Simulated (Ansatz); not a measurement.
Relaxed-ion elastic tensor of ZrC (NiAs type, P6_3/mmc) in GPa (Voigt order), plane-wave PAW r²SCAN (Ansatz code); density 6.57 g/cm³, 13.04 Å³ per atom.

```
402  123  164  0.0  0.0  0.0
123  402  164  0.0  0.0  0.0
164  164  334  0.0  0.0  0.0
0.0  0.0  0.0  160  0.0  0.0
0.0  0.0  0.0  0.0  160  0.0
0.0  0.0  0.0  0.0  0.0  139
```

Problem. Is the crystal mechanically stable?

Solution. Yes: the smallest eigenvalue of C is 139 GPa.

Problem. Work out the Voigt, Reuss and Hill averages.

Solution. K_V = 227, K_R = 226, K_H = 227; G_V = 138, G_R = 132, G_H = 135 GPa.

Problem. Give Young's modulus, Poisson's ratio, Pugh's ratio and the universal anisotropy index.

Solution. E = 9KG/(3K + G) = 337 GPa; ν = 0.25; K/G = 1.68 (near the Pugh limit of 1.75, no verdict); A_U = 5G_V/G_R + K_V/K_R − 6 = 0.23.

Problem. Estimate the sound speeds and the Debye temperature.

Solution. v_l = √((K + 4G/3)/ρ) = 7860 m/s, v_t = √(G/ρ) = 4530 m/s, mean 5030 m/s; Θ = (h/k)(3n/4πV)^(1/3) v_m = 636 K.

Problem. Solve the Christoffel equation for the three sound speeds along x, y, z.

Solution. Eigenvalues of C_ijkl n_j n_l equal ρv². In km/s, slowest first: x 4.61, 4.93, 7.82; y 4.61, 4.93, 7.82; z 4.93, 4.93, 7.13.

Problem. How much does each axis shrink under pressure?

Solution. Linear compressibilities β_i = Σ_j S_ij (j = 1 to 3): x 1.4, y 1.4, z 1.6 per TPa.

The first step of the workflow began from a Materials Project structure, measured or hypothetical; the Crystallography Open Database copy checked does not list it. It is not the phase usual at ambient conditions (space group No. 225). The r²SCAN relaxation kept the symmetry of its start; its stability against distortions is not shown here. The run is not spin-polarised. As this level gives no gap, shear constants depend on the k-mesh and smearing (Fermi–Dirac, 0.1 eV here).

Potentials: the later of the program's two PAW sets.
